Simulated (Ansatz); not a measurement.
Ansatz input file:

```yaml
crystal:
  lattice:
    - [3.5793212544, 0.0, 0.0]
    - [0.0, 3.5793212544, 0.0]
    - [0.0, 0.0, 3.5790006548]
  atoms:
    - { symbol: Cu, position: [0.0, 0.5, 0.5] }
    - { symbol: Cu, position: [0.5, 0.0, 0.5] }
    - { symbol: Cu, position: [0.5, 0.5, 0.0] }
    - { symbol: Pd, position: [0.0, 0.0, 0.0] }
basis:
  ecutwfc: 420
kpoints:
  mp_grid: { grid: [12, 12, 12] }
hamiltonian:
  xc: pbesol
scf:
  occupations: { method: gaussian, width: 0.1 }
output:
  forces: true
  stress: true
  eigenvalues: true
relax:
  adjacent_minimum: "off"
  f_tol: 0.01
  max_steps: 30
  cell: { stress_tol: 0.1, fix: [volume] }
```

Command:
```bash
ansatz run input.yaml --threads 1 --pin off --max-ram 2560MiB --backend cpu --events-out ev --progress --plain --runs-dir out
```

Level of theory: Ansatz 0.2.0, DFT PBEsol, scalar-relativistic, plane waves, PAW.

Abridged output (final results; tables in files aren't shown):

```
SCF 2 converged in 6 iterations: F = -26673.239872 eV  dr2 = 2.62e-11
SCF converged after 6 iterations
Free energy (F): -26673.239872 eV
Harris-Foulkes:  -26673.239872 eV  (|F-HF|=1.09e-11)
Internal energy: -26673.234134 eV  (E = F + TS)
E sigma→0 (E₀):  -26673.237003 eV
Entropy (-TS):   -0.005738 eV (-1.435 meV/atom)
Fermi energy:    19.505141 eV
--- Per-component energies (eV) ---
  E_band       = -1060.391010
  E_kinetic    = 1421.286550
  E_local      = -13393.753303  (includes V_loc(G=0)·N_el)
  E_nonlocal   = 1394.972437
  E_hartree    = 5878.958320
  E_xc         = -438.408255
  E_vxc        = -562.213229  (∫ρ·V_xc dr)
  E_paw        = -8564.320101  (= ΣΔE_a)
  E_vpaw       = -1678.601219  (= ΣTr[D̂ρ^β])
  E_aug_tail   = 0.000933  (compensation charges beyond the density's cutoff)
  E_ewald      = -12972.891845
  E_core_change = 0.921131  (= ΣΔE_core)
  E_smearing   = -0.005738  (= −TS)
--- Forces (eV/Å), atoms counted from 1 ---
  atom   1  Cu     0.00000000     0.00000000     0.00000000
  atom   2  Cu     0.00000000     0.00000000     0.00000000
  atom   3  Cu     0.00000000     0.00000000     0.00000000
  atom   4  Pd     0.00000000     0.00000000     0.00000000
--- Stress (GPa, compression-positive) ---
       12.916977       0.000000       0.000000
        0.000000      12.916977       0.000000
        0.000000       0.000000      12.924160
  P = ⅓ Tr σ = 12.9194 GPa (129.194 kbar)
--- Band table (eV; the first three rows and the last of 196) ---
  k-point 0: bands = ["-92.5597", "-92.5436", "-92.5435", "-64.8607", "-50.1327", "-50.1327", "-50.1327", "-50.0598", "-50.0598", "-50.0597", "-50.0434", "-50.0434", "-50.0434", "-30.6283", "-30.6283", "-30.6283", "10.1104", "13.6878", "13.6878", "14.5348", "14.5349", "14.5349", "14.6819", "16.5332", "16.5332", "16.5338", "17.5732", "17.5737", "18.1295", "18.2720", "18.2722", "18.2722", "18.6578", "18.6579", "19.1402", "19.1407", "19.1407", "21.4801", "21.4801", "21.4820", "28.3926", "28.6343", "28.6359", "32.0483", "32.0483"]
  k-point 1: bands = ["-92.5595", "-92.5438", "-92.5435", "-64.8607", "-50.1319", "-50.1319", "-50.1314", "-50.0600", "-50.0600", "-50.0598", "-50.0447", "-50.0439", "-50.0439", "-30.6292", "-30.6283", "-30.6283", "10.2013", "13.7295", "13.7327", "14.5628", "14.5679", "14.5679", "14.7099", "16.5007", "16.5582", "16.5582", "17.5455", "17.5829", "18.1032", "18.1616", "18.1616", "18.2721", "18.6043", "18.6268", "18.9470", "18.9470", "19.1382", "21.0451", "21.8071", "21.8071", "28.4685", "28.6100", "29.1519", "31.8792", "31.9906"]
  k-point 2: bands = ["-92.5587", "-92.5446", "-92.5435", "-64.8607", "-50.1299", "-50.1299", "-50.1277", "-50.0606", "-50.0606", "-50.0599", "-50.0485", "-50.0452", "-50.0452", "-30.6315", "-30.6284", "-30.6284", "10.4708", "13.8343", "13.8613", "14.6444", "14.6666", "14.6666", "14.7932", "16.4051", "16.6329", "16.6329", "17.4638", "17.6103", "17.8235", "17.8235", "18.0213", "18.2723", "18.4398", "18.5449", "18.6024", "18.6024", "19.1328", "20.0635", "22.5667", "22.5667", "28.4923", "28.5388", "30.5825", "31.4766", "31.5790"]
  k-point 195: bands = ["-92.5490", "-92.5489", "-92.5489", "-64.8596", "-50.1747", "-50.1019", "-50.1019", "-50.1018", "-50.0699", "-50.0699", "-50.0310", "-50.0310", "-50.0309", "-30.6368", "-30.6368", "-30.6368", "13.5881", "13.5881", "13.5882", "14.7328", "16.2646", "16.2654", "16.4774", "16.4774", "16.4778", "16.5789", "16.5793", "16.5793", "18.1299", "18.1299", "18.1300", "18.3217", "18.6012", "18.6012", "18.6012", "18.7464", "18.7468", "19.0897", "19.0897", "19.0899", "24.9631", "24.9635", "24.9635", "25.6516", "39.4496"]
--- Relaxed structure (1 steps of the walk, 1 accepted, 1 SCFs on fresh bases) ---
  F+E_penalty+E_count = -26673.23987178 eV   max|allowed force component| = 2.256e-28 eV/Å   (the final SCF, on the basis selected at the relaxed cell)
  cell:  # Å, volume = 45.8525 Å³
    - [3.5793212544, 0.0, 0.0]
    - [0.0, 3.5793212544, 0.0]
    - [0.0, 0.0, 3.5790006548]
  atoms:
    - { symbol: Cu, position: [0.0, 0.50000000, 0.49999999] }
    - { symbol: Cu, position: [0.50000000, 0.0, 0.49999999] }
    - { symbol: Cu, position: [0.50000000, 0.50000000, 0.0] }
    - { symbol: Pd, position: [0.0, 0.0, 0.0] }
```

The relaxation met its thresholds.

The run took 41 s on 1 thread of Intel(R) Xeon(R) Platinum 8259CL CPU @ 2.50GHz (Skylake/Cascade Lake), with other jobs on the host, peak memory 0.63 GiB.